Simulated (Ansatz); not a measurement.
**Equation of state of FePt**

```
Fe Pt
1.0
     2.72165    0.00000    0.00000
     0.00000    2.72165    0.00000
     0.00000    0.00000    3.70000
Fe Pt
1 1
Direct
  0.50000 0.50000 0.50000
  0.00000 0.00000 0.00000
```

The geometry is COD entry 1540807, unchecked; take it as a test cell.

The magnetic state is the one reached from the start moments; no search over orders was made, so it needn't be the ground state.

Spin–orbit coupling is left out, though it moves levels of the heavy atoms by tenths of an eV or more.

All numbers are computed: DFT, PBE, all-electron LAPW, scalar-relativistic (Ansatz 0.2.0); DFT, PBE, PAW with Ansatz's default frozen-core files, scalar-relativistic (Ansatz 0.2.0).

For LAPW: a Γ-centred 12×12×9 k mesh, Fermi–Dirac smearing of 0.05 eV, basis error target 1 meV/atom, spin-polarised from start moments Fe1 3 μB. PAW takes a cutoff of 420 eV at this cell. The Ansatz runs share mesh, smearing and spin set-up. Plane-wave (PAW) pressures include the program's estimate of the Pulay term.

The cell above is scaled evenly, with fractional coordinates and shape held.

(1) Estimate the equilibrium volume and bulk modulus that LAPW (all electrons) gives for this fixed shape.

Results:

(1) V0 = 14.03 Å³/atom, B0 = 202 GPa, B0′ = 4.9, from a third-order Birch–Murnaghan fit to these pressures:
```json
{"V/V(cell)": "0.9405", "V (Å³/atom)": "12.888", "P, LAPW (GPa)": "21.19", "P, PAW (GPa)": "21.23", "moment, LAPW (μB)": "3.18", "free energy over the lowest listed, PAW (meV/atom)": "69.7"}
{"V/V(cell)": "0.9800", "V (Å³/atom)": "13.430", "P, LAPW (GPa)": "9.90", "P, PAW (GPa)": "9.93", "moment, LAPW (μB)": "3.25", "free energy over the lowest listed, PAW (meV/atom)": "17.8"}
{"V/V(cell)": "1.0000", "V (Å³/atom)": "13.704", "P, LAPW (GPa)": "5.09", "P, PAW (GPa)": "5.12", "moment, LAPW (μB)": "3.29", "free energy over the lowest listed, PAW (meV/atom)": "5.0"}
{"V/V(cell)": "1.0200", "V (Å³/atom)": "13.978", "P, LAPW (GPa)": "0.80", "P, PAW (GPa)": "0.82", "moment, LAPW (μB)": "3.32", "free energy over the lowest listed, PAW (meV/atom)": "0.0"}
{"V/V(cell)": "1.0600", "V (Å³/atom)": "14.526", "P, LAPW (GPa)": "-6.42", "P, PAW (GPa)": "-6.40", "moment, LAPW (μB)": "3.38", "free energy over the lowest listed, PAW (meV/atom)": "10.0"}
```
